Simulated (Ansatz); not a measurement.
## P: from a starting cell to a relaxed one

The start is a generated trial cell of P in the AFLOW prototype A_mC12_5_3c (A19). The structure is fully relaxed (lattice and positions, P = 0) with r2SCAN (plane waves to 500 eV, PAW, scalar-relativistic; Ansatz, a first-principles code). First-step values are on the input's coarse k-mesh.

Ansatz input (later rounds restart from its end on a renewed k-mesh):
Ansatz 0.2 input:
```yaml
crystal:
  lattice:
    - [2.7299004, -1.5783386, 0]
    - [2.7299004, 1.5783386, 0]
    - [-0.3620855, 0, 10.3687728]
  atoms:
    - { symbol: P, position: [0.78, 0.32, 0.245] }
    - { symbol: P, position: [0.68, 0.22, 0.755] }
    - { symbol: P, position: [0.33, 0.93, 0.4] }
    - { symbol: P, position: [0.07, 0.67, 0.6] }
    - { symbol: P, position: [0.815, 0.675, 0.07] }
    - { symbol: P, position: [0.325, 0.185, 0.93] }
basis: { ecutwfc: 500, ecutrho_ratio: 4, xc_grid: 4, fft_grid_basis: typed }
kpoints: { mp_grid: { grid: [8, 8, 3] } }
hamiltonian:
  xc: r2scan
  dispersion: none
  pseudopotentials: { kind: paw }
scf: { occupations: { method: fermi_dirac, width: 0.05 } }
relax: { f_tol: 0.01, max_steps: 100, cell: { stress_tol: 0.02 } }
output: { forces: true, stress: true }
```

### Question
What is the largest force in the starting geometry, and on which atom (counted from 1)?

### Answer
About 1.9 eV/Å, on P1, P2 (atoms numbered as listed).

### Question
What symmetry does the relaxed structure have?

### Answer
The space group goes from C2 (No. 5) to R-3m (No. 166); the end is AFLOW prototype A_hR2_166_c (A7, as in As), with 2 atoms in the primitive cell.

### Question
How does the volume per atom move from start to end?

### Answer
+7.9 %, from 14.89 to 16.07 Å³/atom.

### Question
What band gap does the relaxed structure have at this level?

### Answer
Zero (metallic).

### Question
Write out the relaxed structure.

### Answer

Space group R-3m, hexagonal axes (No. 166); a = b = 3.466 Å, c = 9.268 Å, α = β = 90.00°, γ = 120.00°

```csv
atom,site,symmetry,x,y,z
P,6c,3m,0.0000,0.0000,0.2720
```
(The calculation used a cell of 2 atoms; values per cell refer to that cell.)

Final values are on a 16×16×16 k-mesh of the relaxed cell. No spin polarisation in the result.

The run could not lose the symmetry of its start, so the end can be a saddle point.

The relaxed structure here is a generated cell of P: the first start was made by placing the elements on the sites of a structure type, and the end was not matched to a known phase here, so it may be hypothetical. Known forms of P include space group No. 64.
